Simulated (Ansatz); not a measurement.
# CdPd: do energies and stresses tell the same story?

Method: Ansatz, DFT r2SCAN, scalar-relativistic, plane waves, PAW.

Cutoff 500 eV; k points 14×14×12 on the computed 2-atom cell (Γ-centred); Gaussian smearing, width 0.10 eV; no spin polarisation.

Relaxed cell: P4/mmm, a = 3.038 Å, b = 3.038 Å, c = 3.661 Å, α = 90.00°, β = 90.00°, γ = 90.00°, 2 atoms in the primitive cell. Whether it is the stable form of this composition wasn't checked.

Energies at zero smearing and pressures from the stress tensor, at volumes with shape and atoms relaxed:
```
V (Å³/atom) E − E(first) (meV/atom) P (GPa)
     14.871                     0.00    23.03
     15.377                   -60.55    15.52
     15.884                   -99.50     9.33
     16.391                  -120.60     4.23
     16.898                  -127.02     0.01
     17.405                  -121.32    -3.46
     17.912                  -105.63    -6.32
     18.588                   -72.27    -9.33
```

Check P = −dE/dV between neighbouring volumes, and get the bulk modulus from the pressures alone.

With 1 eV/Å³ = 160.2 GPa:
| middle V (Å³/atom) | −ΔE/ΔV (GPa) | mean P (GPa) |
| --- | --- | --- |
| 15.124 | 19.137 | 19.274 |
| 15.631 | 12.310 | 12.426 |
| 16.138 | 6.668 | 6.778 |
| 16.645 | 2.027 | 2.119 |
| 17.152 | -1.801 | -1.724 |
| 17.659 | -4.957 | -4.891 |
| 18.250 | -7.907 | -7.825 |

The two differ by 0.14 GPa at most. The mean of two end pressures misses the average over a step by about ΔV² P″/12, up to 0.12 GPa here; with that taken off 0.03 GPa remains, from the smearing term (the stress is the derivative of the free energy), the finite cutoff, the mesh or the relaxation's tolerance. Around V = 16.898 Å³/atom, the two neighbours give B = −V ΔP/ΔV = 16.898 × 7.69 / 1.014 = 128.1 GPa, against B0 = 127.2 GPa from the Birch–Murnaghan fit of the energies.

Cost: 9 runs of about 10 core-minutes in all, on Arm Neoverse V1 (shared hosts).